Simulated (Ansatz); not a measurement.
A generator proposed this cell of Ga3AsN2.

```cif
data_structure
_symmetry_space_group_name_H-M 'P-3m1'
_symmetry_Int_Tables_number 164
_cell_length_a 3.6135
_cell_length_b 3.6135
_cell_length_c 8.8512
_cell_angle_alpha 90.000
_cell_angle_beta 90.000
_cell_angle_gamma 120.000
_cell_volume 100.09
loop_
_atom_site_label
_atom_site_type_symbol
_atom_site_symmetry_multiplicity
_atom_site_Wyckoff_symbol
_atom_site_fract_x
_atom_site_fract_y
_atom_site_fract_z
_atom_site_occupancy
Ga1 Ga 2 d 0.66667 0.33333 0.83333 1
Ga2 Ga 1 b 0.00000 0.00000 0.50000 1
As1 As 1 a 0.00000 0.00000 0.00000 1
N1 N 2 d 0.33333 0.66667 0.66667 1
```

These are results of Ansatz, DFT PBE, scalar-relativistic, plane waves, PAW, not measurements. Cutoff 420 eV; k points 6×6×2 on the computed 6-atom cell (Γ-centred); Gaussian smearing, width 0.10 eV; no spin polarisation.

Formation energies are uncorrected and refer to the elements' standard structures at the same level (N₂ as a molecule).

**Question.** How far from equilibrium is it?

**Answer.** The pressure is -14.0 GPa (the mean over three directions, positive in compression), the largest force is 2.79 eV/Å, and the energy is +0.78 eV/atom against the elements. The shortest distance is 2.56 Å.

**Question.** Is it a good guess?

**Answer.** A rough one: relaxing gains about 0.57 eV/atom (the start's value is from the coarse mesh, so the gain is rough) in 15 ionic steps and ends at +0.21 eV/atom on the finer mesh. The symmetry stays P-3m1 (No. 164). The volume per atom shrinks by 22.3 %, from 16.7 to 13.0 Å³. The shortest distance goes from 2.56 Å (Ga–As and Ga–N) to 2.17 Å (Ga–N). The ratio c/a of the conventional cell changes by a factor of 1.14. Conventional cell: a = 3.184 Å, c = 8.857 Å. Ga on a site of symmetry 3m has 3 N at 2.17 Å and 3 As at 2.72 Å; As has 6 Ga at 2.72 Å; around N lie 6 Ga at 2.17–2.24 Å; 1 more site not described.

The last run used a 12×12×4 mesh (in the run's order of axes) for its 6-atom cell and Gaussian smearing of 0.10 eV. The reference form of As is held partly by dispersion forces, which this level lacks. The relaxation can't lower the symmetry of the start, and the grade says only how near the guess is to its own end. A later test with randomly moved atoms came back to the same energy, though modes that don't fit the test's cell weren't probed. Another cell of Ga3AsN2 relaxed alike, in P3m1, lies 0.31 eV/atom lower, so this cell isn't the stable form at this level.
